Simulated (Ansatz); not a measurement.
Input and output for P (bcc type): DFT, LDA, PAW with Ansatz's default frozen-core files, scalar-relativistic (Ansatz 0.2.0). This run: cell relaxed at zero pressure.

The start is a guessed cell of a prototype that needn't be stable.

Command: `ansatz run input.yaml --threads 1 --pin off --max-ram 2048MiB --backend cpu --events-out ev --progress --plain --runs-dir out` It took 5.5 s on 1 thread of Arm Neoverse V1, with other jobs on the host, peak memory 0.27 GiB.

```yaml
crystal:
  lattice:
    - [-1.553616253, 1.553616253, 1.553616253]
    - [1.553616253, -1.553616253, 1.553616253]
    - [1.553616253, 1.553616253, -1.553616253]
  atoms:
    - { symbol: P, position: [0.0, 0.0, 0.0] }
kpoints:
  mp_grid: { grid: [17, 17, 17] }
scf:
  occupations: { method: fermi_dirac, width: 0.05 }
hamiltonian:
  xc: lda
  pseudopotentials: { kind: paw }
output:
  forces: true
  stress: true
relax:
  f_tol: 0.005
  max_steps: 40
  cell: {}
```

Output:

```
Engine: ansatz 0.2.0
Pseudopotentials: kind: paw
Pseudopotential: P, paw, valence charge 5, recommended cutoff 420 eV (normal), P.paw.azcp
Functional definition: SPW92
  exchange = slater_x
  correlation = pw_c
Crystal: 1 atoms, lattice volume = 15.000 Å³
Basis set: ecut = 420 eV, 321 PW (Γ)
Bands: 7, of which v1, the nominal top of the filled ones, is band 3 counted from 1 (2 counted from 0)
Symmetry: 48 space group operations
Space group: Im-3m (ITA 229), of the structure as read, at distance tolerance 2.5e-5 Å
k-points: 165 of 4913
Non-local potential: P, projectors of the file, l = 0: 2, l = 1: 2, l = 2: 2
PAW form: soft (Blöchl's): semilocal exchange-correlation on the pseudo side does not see the compensation charge
PAW frozen core: P, regenerated for the run's functional, and the local potential with it (the file was generated under x = pbe(κ = 0.804, μ = 0.2195149727645171), c = pbe(β = 0.06672455060314922))
PAW one-centre angular grid: P, 110 points (default); XC on 64 Gauss nodes
Initial density: superposition of atomic densities (neutral atoms: chi_scale 0, normalization atom), corrected by the library's trained network
Initial wavefunctions: pseudopotential atomic-orbital guess
Functional: x = slater, c = lda
SCF iter   1: F=—  HF=-725.374207 eV  |F-HF|=—  |Δ(HF+E_count)|=         —  Δρ=4.08e-3  dr2=1.83e-3  ethr=1.77e-3  ⟨swp⟩=6.5  Hψ=11335  notcnv=0
preconditioner: auto → none  [metal: Δε(μ)=0.021 eV  Ē_g=14.980 eV  σ=0.050 eV  W_gap=0.11  n_scr=0 (ndim 8)  ℏωp=21.4 eV  f_vac=0.000  D(μ)=0.58/eV (n_scr^D=0)]
SCF iter   2: F=—  HF=-725.373518 eV  |F-HF|=—  |Δ(HF+E_count)|=   6.89e-4  Δρ=1.45e-3  dr2=1.60e-4  ethr=3.66e-5  ⟨swp⟩=1.7  Hψ=2684  notcnv=0  defer=15
SCF iter   3: F=—  HF=-725.373475 eV  |F-HF|=—  |Δ(HF+E_count)|=   4.35e-5  Δρ=2.77e-4  dr2=3.03e-6  ethr=3.20e-6  ⟨swp⟩=2.1  Hψ=1519  notcnv=0  defer=15
SCF iter   4: F=—  HF=-725.373477 eV  |F-HF|=—  |Δ(HF+E_count)|=   1.83e-6  Δρ=2.93e-5  dr2=1.29e-7  ethr=6.07e-8  ⟨swp⟩=2.0  Hψ=1515  notcnv=0  defer=15
iter 5 did not close the SCF: its close was put off for the readings that it lacked (scf_convergence_deferred on its scf_iter line)
SCF iter   5: F=-725.373477 eV  HF=-725.373477 eV  |F-HF|=1.03e-9  |Δ(HF+E_count)|=   6.28e-8  Δρ=3.24e-6  dr2=1.59e-9  ethr=2.57e-9  ⟨swp⟩=2.0  Hψ=1518  notcnv=0  defer=15
SCF iter   6: F=-725.373477 eV  HF=-725.373477 eV  |F-HF|=3.18e-12  |Δ(HF+E_count)|=  7.95e-10  Δρ=1.90e-7  dr2=4.91e-12  ethr=3.17e-11  ⟨swp⟩=1.0  Hψ=3173  notcnv=0
SCF 1 converged in 6 iterations: F = -725.373477 eV  dr2 = 4.91e-12
  greatest PAW one-centre occupation: 0.835 electrons in one spin orbital (limit 2), on the P atom at site 0 (counted from 0), in its partial waves of l = 0
relax step   1: F+E_penalty+E_count = -725.37347675 eV  Δ(F+E_penalty+E_count) = +0.000e0 eV  max|allowed force component| = 0.000e0 eV/Å  Δτ_max = 0.0000 Å  P = -9.492 GPa  Ω = 15.000 Å³  (6 SCF iters, dr2 threshold 1.00e-7 eV, accepted)
Crystal: 1 atoms, lattice volume = 13.709 Å³
Basis set: ecut = 420 eV, 249 PW (Γ)
Initial density: handed on by an earlier stage of this run
Initial wavefunctions: those handed on with the density
iter 1 solved again at ethr=8.97e-6 eV; its pass at ethr=3.10e-3 eV (dr2=4.49e-4 eV) is discarded
SCF iter   1: F=—  HF=-725.418854 eV  |F-HF|=—  |Δ(HF+E_count)|=         —  Δρ=2.50e-3  dr2=4.80e-4  ethr=8.97e-6  ⟨swp⟩=1.6  Hψ=12384  notcnv=0
preconditioner: auto → none  [metal: Δε(μ)=0.041 eV  Ē_g=15.704 eV  σ=0.050 eV  W_gap=0.20  n_scr=0 (ndim 8)  ℏωp=22.4 eV  f_vac=0.000  D(μ)=0.57/eV (n_scr^D=0)]
SCF iter   2: F=—  HF=-725.418744 eV  |F-HF|=—  |Δ(HF+E_count)|=   1.10e-4  Δρ=1.23e-3  dr2=1.10e-4  ethr=8.97e-6  ⟨swp⟩=1.0  Hψ=1155  notcnv=0
SCF iter   3: F=—  HF=-725.418720 eV  |F-HF|=—  |Δ(HF+E_count)|=   2.39e-5  Δρ=4.95e-5  dr2=1.69e-7  ethr=2.20e-6  ⟨swp⟩=1.1  Hψ=1164  notcnv=0
SCF iter   4: F=—  HF=-725.418720 eV  |F-HF|=—  |Δ(HF+E_count)|=   5.09e-7  Δρ=1.75e-6  dr2=1.81e-10  ethr=2.00e-9  ⟨swp⟩=4.0  Hψ=2880  notcnv=0
SCF iter   5: F=-725.418720 eV  HF=-725.418720 eV  |F-HF|=5.68e-13  |Δ(HF+E_count)|=  1.05e-10  Δρ=1.76e-7  dr2=1.54e-12  ethr=3.62e-12  ⟨swp⟩=1.0  Hψ=2819  notcnv=0
SCF 2 converged in 5 iterations: F = -725.418720 eV  dr2 = 1.54e-12
  greatest PAW one-centre occupation: 0.831 electrons in one spin orbital (limit 2), on the P atom at site 0 (counted from 0), in its partial waves of l = 0
relax step   2: F+E_penalty+E_count = -725.41872027 eV  Δ(F+E_penalty+E_count) = -4.524e-2 eV  max|allowed force component| = 0.000e0 eV/Å  Δτ_max = 0.0000 Å  P = -0.993 GPa  Ω = 13.709 Å³  energy of the carried Pulay correction = +5.105e-4 eV  (5 SCF iters, dr2 threshold 1.00e-7 eV, accepted)
Crystal: 1 atoms, lattice volume = 13.572 Å³
iter 1 solved again at ethr=1.14e-7 eV; its pass at ethr=3.10e-3 eV (dr2=5.69e-6 eV) is discarded
SCF iter   1: F=—  HF=-725.419149 eV  |F-HF|=—  |Δ(HF+E_count)|=         —  Δρ=2.91e-4  dr2=6.11e-6  ethr=1.14e-7  ⟨swp⟩=2.2  Hψ=11173  notcnv=0
preconditioner: auto → none  [metal: Δε(μ)=0.016 eV  Ē_g=15.786 eV  σ=0.050 eV  W_gap=0.08  n_scr=0 (ndim 8)  ℏωp=22.5 eV  f_vac=0.000  D(μ)=0.58/eV (n_scr^D=0)]
SCF iter   2: F=—  HF=-725.419148 eV  |F-HF|=—  |Δ(HF+E_count)|=   1.36e-6  Δρ=1.46e-4  dr2=1.48e-6  ethr=1.14e-7  ⟨swp⟩=1.0  Hψ=1155  notcnv=0
SCF iter   3: F=-725.419148 eV  HF=-725.419148 eV  |F-HF|=1.03e-11  |Δ(HF+E_count)|=   3.42e-7  Δρ=3.30e-6  dr2=7.70e-10  ethr=2.00e-9  ⟨swp⟩=3.0  Hψ=3619  notcnv=0
SCF 3 converged in 3 iterations: F = -725.419148 eV  dr2 = 7.70e-10
  greatest PAW one-centre occupation: 0.830 electrons in one spin orbital (limit 2), on the P atom at site 0 (counted from 0), in its partial waves of l = 0
relax step   3: F+E_penalty+E_count = -725.41914768 eV  Δ(F+E_penalty+E_count) = -4.274e-4 eV  max|allowed force component| = 0.000e0 eV/Å  Δτ_max = 0.0000 Å  P = +0.129 GPa  Ω = 13.572 Å³  energy of the carried Pulay correction = +5.671e-4 eV  (3 SCF iters, dr2 threshold 1.00e-7 eV, accepted)
Crystal: 1 atoms, lattice volume = 13.588 Å³
iter 1 solved again at ethr=1.22e-9 eV; its pass at ethr=3.10e-3 eV (dr2=6.12e-8 eV) is discarded
SCF iter   1: F=—  HF=-725.419147 eV  |F-HF|=—  |Δ(HF+E_count)|=         —  Δρ=3.03e-5  dr2=6.58e-8  ethr=1.22e-9  ⟨swp⟩=2.4  Hψ=11202  notcnv=0
preconditioner: auto → none  [metal: Δε(μ)=0.019 eV  Ē_g=15.777 eV  σ=0.050 eV  W_gap=0.09  n_scr=0 (ndim 8)  ℏωp=22.5 eV  f_vac=0.000  D(μ)=0.58/eV (n_scr^D=0)]
SCF iter   2: F=-725.419147 eV  HF=-725.419147 eV  |F-HF|=4.50e-9  |Δ(HF+E_count)|=   1.65e-8  Δρ=1.52e-5  dr2=1.60e-8  ethr=8.35e-10  ⟨swp⟩=2.5  Hψ=3316  notcnv=0
SCF 4 converged in 2 iterations: F = -725.419147 eV  dr2 = 1.60e-8
relax step   4: F+E_penalty+E_count = -725.41914741 eV  Δ(F+E_penalty+E_count) = +2.718e-7 eV  max|allowed force component| = 0.000e0 eV/Å  Δτ_max = 0.0000 Å  P = -0.001 GPa  Ω = 13.588 Å³  energy of the carried Pulay correction = +5.606e-4 eV  (2 SCF iters, dr2 threshold 4.18e-8 eV, accepted)
Initial wavefunctions: pseudopotential atomic-orbital guess (no wavefunctions were taken with the density)
iter 1 solved again at ethr=1.96e-7 eV; its pass at ethr=3.10e-3 eV (dr2=9.82e-6 eV) is discarded
SCF iter   1: F=—  HF=-725.418822 eV  |F-HF|=—  |Δ(HF+E_count)|=         —  Δρ=9.01e-5  dr2=1.08e-7  ethr=1.96e-7  ⟨swp⟩=3.1  Hψ=14663  notcnv=0
SCF iter   2: F=—  HF=-725.418822 eV  |F-HF|=—  |Δ(HF+E_count)|=   1.41e-7  Δρ=4.52e-5  dr2=2.69e-8  ethr=2.16e-9  ⟨swp⟩=1.3  Hψ=1219  notcnv=0
SCF iter   3: F=-725.418822 eV  HF=-725.418822 eV  |F-HF|=2.39e-12  |Δ(HF+E_count)|=   7.23e-8  Δρ=3.06e-7  dr2=2.38e-12  ethr=1.00e-12  ⟨swp⟩=5.2  Hψ=4539  notcnv=0
SCF 5 converged in 3 iterations: F = -725.418822 eV  dr2 = 2.38e-12
relax step   5: F+E_penalty+E_count = -725.41882169 eV  Δ(F+E_penalty+E_count) = +3.257e-4 eV  max|allowed force component| = 0.000e0 eV/Å  Δτ_max = 0.0000 Å  P = -0.047 GPa  Ω = 13.588 Å³  stress off target by 4.71e-2 GPa  SCF on the basis re-selected at this cell (its energy is not comparable with the rows above)  (3 SCF iters)
basis re-selected at this cell: Δ(F+E_penalty+E_count) = +3.257e-4 eV, ΔP = -0.046 GPa vs the last step (what re-selecting the basis moved, of the pressure what is left beyond the Pulay correction that the steps carried, after the strain that the cell walked since its last selection, with what the two solves' SCF thresholds leave and, on support functions, any second-order correction that the steps lacked; it is no measure of the basis error at this ecutwfc). This SCF's stress stands 4.71e-2 GPa from its target on what of the cell is left free (relax.cell.stress_tol is 5.00e-2 GPa) and its largest allowed force component is 0.00e0 eV/Å (relax.f_tol is 5.00e-3 eV/Å): within both
SCF converged after 3 iterations
Free energy (F): -725.418822 eV
Harris-Foulkes:  -725.418822 eV  (|F-HF|=2.39e-12)
Internal energy: -725.414229 eV  (E = F + TS)
E sigma→0 (E₀):  -725.416525 eV
Entropy (-TS):   -0.004593 eV (-4.593 meV/atom)
Fermi energy:    11.885707 eV
--- Per-component energies (eV) ---
  E_band       = 26.644003
  E_kinetic    = 71.367244
  E_local      = -14.717088  (includes V_loc(G=0)·N_el)
  E_nonlocal   = 34.848975
  E_hartree    = 2.554294
  E_xc         = -61.814736
  E_vxc        = -61.757072  (∫ρ·V_xc dr)
  E_paw        = -539.894357  (= ΣΔE_a)
  E_vpaw       = -8.206647  (= ΣTr[D̂ρ^β])
  E_aug_tail   = 0.000004  (compensation charges beyond the density's cutoff)
  E_ewald      = -217.875917
  E_core_change = 0.117351  (= ΣΔE_core)
  E_smearing   = -0.004593  (= −TS)
  E_closure    = 0.000000  (closes the sum)
  Σ components = -725.418822   (vs F -725.418822, Δ=0.00e0)
--- Forces (eV/Å), atoms counted from 1 ---
  atom   1  P      0.00000000    -0.00000000    -0.00000000
  max |Σ_I F_I| component: 6.41e-31 eV/Å
--- Stress (GPa, compression-positive) ---
       -0.047099      -0.000000      -0.000000
        0.000000      -0.047099      -0.000000
       -0.000000      -0.000000      -0.047099
  P = ⅓ Tr σ = -0.0471 GPa (-0.471 kbar)
--- Relaxed structure (4 steps of the walk, 4 accepted, 1 SCFs on fresh bases) ---
  F+E_penalty+E_count = -725.41882169 eV   max|allowed force component| = 0.000e0 eV/Å   (the final SCF, on the basis selected at the relaxed cell)
  cell:  # Å, volume = 13.5881 Å³
    - [-1.5032544751571462, 1.5032544751571462, 1.5032544751571462]
    - [1.5032544751571462, -1.5032544751571462, 1.5032544751571462]
    - [1.5032544751571462, 1.5032544751571462, -1.5032544751571462]
  atoms:
    - { symbol: P, position: [0.0, 0.0, 0.0] }
```

Next run (the series' base cell), as changes to the input before:

```diff
   lattice:
-    - [-1.553616253, 1.553616253, 1.553616253]
-    - [1.553616253, -1.553616253, 1.553616253]
-    - [1.553616253, 1.553616253, -1.553616253]
+    - [-1.5032544752, 1.5032544752, 1.5032544752]
+    - [1.5032544752, -1.5032544752, 1.5032544752]
+    - [1.5032544752, 1.5032544752, -1.5032544752]
   atoms:
   mp_grid: { grid: [17, 17, 17] }
+  band_path:
+    path:
+      - [0.0, 0.0, 0.0]
+      - [0.5, -0.5, 0.5]
+      - [0.0, 0.0, 0.5]
+      - [0.0, 0.0, 0.0]
+      - [0.25, 0.25, 0.25]
+      - [0.5, -0.5, 0.5]
+      - [0.25, 0.25, 0.25]
+      - [0.0, 0.0, 0.5]
+    npoints: 8
 scf:
   stress: true
-relax:
-  f_tol: 0.005
-  max_steps: 40
-  cell: {}
+  eigenvalues: true
+  populations: true
+  dos: { projected: true, de: 0.2, e_range: [-14, 8] }
+  write_density: true
+  write_potential: true
+  elf: true
+  volumetric_format: npy
```

Results part of the output:

```
SCF 1 converged in 6 iterations: F = -725.418822 eV  dr2 = 3.31e-13
  greatest PAW one-centre occupation: 0.830 electrons in one spin orbital (limit 2), on the P atom at site 0 (counted from 0), in its partial waves of l = 0
NSCF: frozen V_eff on 57 k-points
SCF converged after 6 iterations
Free energy (F): -725.418822 eV
Harris-Foulkes:  -725.418822 eV  (|F-HF|=1.14e-13)
Internal energy: -725.414229 eV  (E = F + TS)
E sigma→0 (E₀):  -725.416525 eV
Entropy (-TS):   -0.004593 eV (-4.593 meV/atom)
Fermi energy:    11.885707 eV
--- Per-component energies (eV) ---
  E_band       = 26.644003
  E_kinetic    = 71.367245
  E_local      = -14.717089  (includes V_loc(G=0)·N_el)
  E_nonlocal   = 34.848976
  E_hartree    = 2.554294
  E_xc         = -61.814736
  E_vxc        = -61.757072  (∫ρ·V_xc dr)
  E_paw        = -539.894357  (= ΣΔE_a)
  E_vpaw       = -8.206648  (= ΣTr[D̂ρ^β])
  E_aug_tail   = 0.000004  (compensation charges beyond the density's cutoff)
  E_ewald      = -217.875917
  E_core_change = 0.117351  (= ΣΔE_core)
  E_smearing   = -0.004593  (= −TS)
  E_closure    = 0.000000  (closes the sum)
  Σ components = -725.418822   (vs F -725.418822, Δ=0.00e0)
--- Forces (eV/Å), atoms counted from 1 ---
  atom   1  P      0.00000000    -0.00000000    -0.00000000
  max |Σ_I F_I| component: 4.85e-31 eV/Å
--- Stress (GPa, compression-positive) ---
       -0.047100      -0.000000      -0.000000
        0.000000      -0.047100       0.000000
        0.000000      -0.000000      -0.047100
  P = ⅓ Tr σ = -0.0471 GPa (-0.471 kbar)
--- Band table (eV; the first three rows and the last of 165) ---
  k-point 0: bands = ["-4.9285", "19.4884", "19.4884", "19.4884", "23.8713", "23.8713", "23.8713"]
  k-point 1: bands = ["-4.8209", "18.7434", "19.0513", "19.4147", "23.5719", "24.0449", "24.4858"]
  k-point 2: bands = ["-4.4987", "16.9781", "18.1495", "19.2028", "22.8442", "23.9362", "25.9159"]
  k-point 164: bands = ["7.4892", "9.2981", "9.2981", "9.5163", "14.1855", "14.5938", "34.8354"]
--- Löwdin populations: 1 site ---
  site symbol       q [e]
     0      P      4.8917
  spilling = 0.021665 (of n_electrons = 5.000000)
```

Next run (volume at 0.92 of the series' base cell), as changes to the input before:

```diff
   lattice:
-    - [-1.5032544752, 1.5032544752, 1.5032544752]
-    - [1.5032544752, -1.5032544752, 1.5032544752]
-    - [1.5032544752, 1.5032544752, -1.5032544752]
+    - [-1.4620485055, 1.4620485055, 1.4620485055]
+    - [1.4620485055, -1.4620485055, 1.4620485055]
+    - [1.4620485055, 1.4620485055, -1.4620485055]
   atoms:
   dos: { projected: true, de: 0.2, e_range: [-14, 8] }
-  write_density: true
-  write_potential: true
-  elf: true
-  volumetric_format: npy
```

Results part of the output:

```
SCF 1 converged in 6 iterations: F = -725.385066 eV  dr2 = 6.52e-13
  greatest PAW one-centre occupation: 0.825 electrons in one spin orbital (limit 2), on the P atom at site 0 (counted from 0), in its partial waves of l = 0
NSCF: frozen V_eff on 57 k-points
SCF converged after 6 iterations
Free energy (F): -725.385066 eV
Harris-Foulkes:  -725.385066 eV  (|F-HF|=9.09e-13)
Internal energy: -725.380587 eV  (E = F + TS)
E sigma→0 (E₀):  -725.382827 eV
Entropy (-TS):   -0.004479 eV (-4.479 meV/atom)
Fermi energy:    13.307932 eV
--- Per-component energies (eV) ---
  E_band       = 32.026588
  E_kinetic    = 73.626364
  E_local      = -9.352663  (includes V_loc(G=0)·N_el)
  E_nonlocal   = 34.916255
  E_hartree    = 2.015882
  E_xc         = -62.743235
  E_vxc        = -62.956844  (∫ρ·V_xc dr)
  E_paw        = -539.944074  (= ΣΔE_a)
  E_vpaw       = -8.238289  (= ΣTr[D̂ρ^β])
  E_aug_tail   = 0.000003  (compensation charges beyond the density's cutoff)
  E_ewald      = -224.016471
  E_core_change = 0.117351  (= ΣΔE_core)
  E_smearing   = -0.004479  (= −TS)
  E_closure    = 0.000000  (closes the sum)
  Σ components = -725.385066   (vs F -725.385066, Δ=0.00e0)
--- Forces (eV/Å), atoms counted from 1 ---
  atom   1  P      0.00000000     0.00000000    -0.00000000
  max |Σ_I F_I| component: 6.41e-31 eV/Å
--- Stress (GPa, compression-positive) ---
       10.611854       0.000000       0.000000
        0.000000      10.611854       0.000000
        0.000000       0.000000      10.611854
  P = ⅓ Tr σ = 10.6119 GPa (106.119 kbar)
--- Band table (eV; the first three rows and the last of 165) ---
  k-point 0: bands = ["-4.4473", "21.7897", "21.7897", "21.7897", "25.4931", "25.4931", "25.4931"]
  k-point 1: bands = ["-4.3328", "20.9078", "21.2352", "21.6987", "25.1701", "25.7688", "26.2335"]
  k-point 2: bands = ["-3.9900", "18.9209", "20.1846", "21.4384", "24.3893", "25.7607", "27.8399"]
  k-point 164: bands = ["9.1455", "10.5134", "10.5134", "11.1157", "15.1671", "15.6420", "37.1980"]
--- Löwdin populations: 1 site ---
  site symbol       q [e]
     0      P      4.8745
  spilling = 0.025093 (of n_electrons = 5.000000)
```

Next run (volume at 0.84 of the series' base cell), as changes to the input before:

```diff
   lattice:
-    - [-1.4620485055, 1.4620485055, 1.4620485055]
-    - [1.4620485055, -1.4620485055, 1.4620485055]
-    - [1.4620485055, 1.4620485055, -1.4620485055]
+    - [-1.4183789177, 1.4183789177, 1.4183789177]
+    - [1.4183789177, -1.4183789177, 1.4183789177]
+    - [1.4183789177, 1.4183789177, -1.4183789177]
   atoms:
   mp_grid: { grid: [17, 17, 17] }
-  band_path:
-    path:
-      - [0.0, 0.0, 0.0]
-      - [0.5, -0.5, 0.5]
-      - [0.0, 0.0, 0.5]
-      - [0.0, 0.0, 0.0]
-      - [0.25, 0.25, 0.25]
-      - [0.5, -0.5, 0.5]
-      - [0.25, 0.25, 0.25]
-      - [0.0, 0.0, 0.5]
-    npoints: 8
 scf:
   populations: true
-  dos: { projected: true, de: 0.2, e_range: [-14, 8] }
+  write_density: true
+  write_potential: true
+  elf: true
+  volumetric_format: npy
```

Command: `ansatz run input.yaml --threads 1 --pin off --max-ram 2048MiB --backend cpu --events-out ev --progress --plain --runs-dir out` It took 1.8 s on 1 thread of Arm Neoverse V1, with other jobs on the host, peak memory 0.26 GiB.

Results part of the output:

```
SCF 1 converged in 6 iterations: F = -725.263261 eV  dr2 = 1.03e-12
  greatest PAW one-centre occupation: 0.819 electrons in one spin orbital (limit 2), on the P atom at site 0 (counted from 0), in its partial waves of l = 0
SCF converged after 6 iterations
Free energy (F): -725.263261 eV
Harris-Foulkes:  -725.263261 eV  (|F-HF|=9.09e-13)
Internal energy: -725.260107 eV  (E = F + TS)
E sigma→0 (E₀):  -725.261684 eV
Entropy (-TS):   -0.003154 eV (-3.154 meV/atom)
Fermi energy:    15.037343 eV
--- Per-component energies (eV) ---
  E_band       = 38.264030
  E_kinetic    = 76.452635
  E_local      = -3.596349  (includes V_loc(G=0)·N_el)
  E_nonlocal   = 34.999566
  E_hartree    = 1.529344
  E_xc         = -63.839111
  E_vxc        = -64.370282  (∫ρ·V_xc dr)
  E_paw        = -540.009972  (= ΣΔE_a)
  E_vpaw       = -8.280231  (= ΣTr[D̂ρ^β])
  E_aug_tail   = 0.000004  (compensation charges beyond the density's cutoff)
  E_ewald      = -230.913575
  E_core_change = 0.117351  (= ΣΔE_core)
  E_smearing   = -0.003154  (= −TS)
  E_closure    = 0.000000  (closes the sum)
  Σ components = -725.263261   (vs F -725.263261, Δ=0.00e0)
--- Forces (eV/Å), atoms counted from 1 ---
  atom   1  P      0.00000000    -0.00000000     0.00000000
  max |Σ_I F_I| component: 6.08e-31 eV/Å
--- Stress (GPa, compression-positive) ---
       26.505343      -0.000000       0.000000
       -0.000000      26.505343      -0.000000
        0.000000       0.000000      26.505343
  P = ⅓ Tr σ = 26.5053 GPa (265.053 kbar)
--- Band table (eV; the first three rows and the last of 165) ---
  k-point 0: bands = ["-3.8845", "24.5122", "24.5122", "24.5122", "27.3791", "27.3791", "27.3791"]
  k-point 1: bands = ["-3.7624", "23.4190", "23.7751", "24.3968", "27.0288", "27.8253", "28.3136"]
  k-point 2: bands = ["-3.3964", "21.1555", "22.5456", "24.0687", "26.1849", "27.9430", "30.1294"]
  k-point 164: bands = ["10.8280", "11.9418", "11.9418", "13.2731", "16.3048", "16.8718", "39.9451"]
--- Löwdin populations: 1 site ---
  site symbol       q [e]
     0      P      4.8553
  spilling = 0.028946 (of n_electrons = 5.000000)
```

The PAW files were made under PBE. The structure type is held throughout; the real material can change phase at far lower pressure.
